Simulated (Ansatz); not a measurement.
**Ti: do energies and stresses tell the same story?**

The calculation used Ansatz 0.2.0, DFT r2SCAN, scalar-relativistic, plane waves, PAW.

Cutoff 500 eV; k points 12×12×14 on the computed 3-atom cell (Γ-centred); Gaussian smearing, width 0.10 eV; no spin polarisation.

Relaxed cell: P6/mmm, a = 4.568 Å, b = 4.568 Å, c = 2.824 Å, α = 90.00°, β = 90.00°, γ = 120.00°, 3 atoms in the primitive cell. This form isn't the element's structure at ambient conditions.

Energies at zero smearing and pressures from the stress tensor, at volumes with shape and atoms relaxed:
| V (Å³/atom) | E − E(first) (meV/atom) | P (GPa) |
| --- | --- | --- |
| 14.974 | 0.00 | 18.78 |
| 15.484 | -50.64 | 13.10 |
| 15.995 | -84.34 | 8.13 |
| 16.505 | -103.24 | 3.79 |
| 17.016 | -109.21 | 0.00 |
| 17.526 | -103.84 | -3.32 |
| 18.037 | -88.55 | -6.23 |
| 18.717 | -54.91 | -9.53 |

Problem. Check P = −dE/dV between neighbouring volumes, and get the bulk modulus from the pressures alone.

Solution. With 1 eV/Å³ = 160.2 GPa:
| middle V (Å³/atom) | −ΔE/ΔV (GPa) | mean P (GPa) |
| --- | --- | --- |
| 15.229 | 15.896 | 15.938 |
| 15.739 | 10.577 | 10.613 |
| 16.250 | 5.931 | 5.959 |
| 16.760 | 1.872 | 1.892 |
| 17.271 | -1.685 | -1.663 |
| 17.781 | -4.797 | -4.775 |
| 18.377 | -7.919 | -7.879 |

The two differ by 0.04 GPa at most. The mean of two end pressures misses the average over a step by about ΔV² P″/12, up to 0.06 GPa here; with that taken off 0.02 GPa remains. Around V = 17.016 Å³/atom, the two neighbours give B = −V ΔP/ΔV = 17.016 × 7.11 / 1.021 = 118.5 GPa, against B0 = 118.2 GPa from the Birch–Murnaghan fit of the energies.

Cost: 9 runs of about 14 core-minutes in all, on Intel Xeon Platinum 8259CL (Skylake/Cascade Lake) (shared hosts).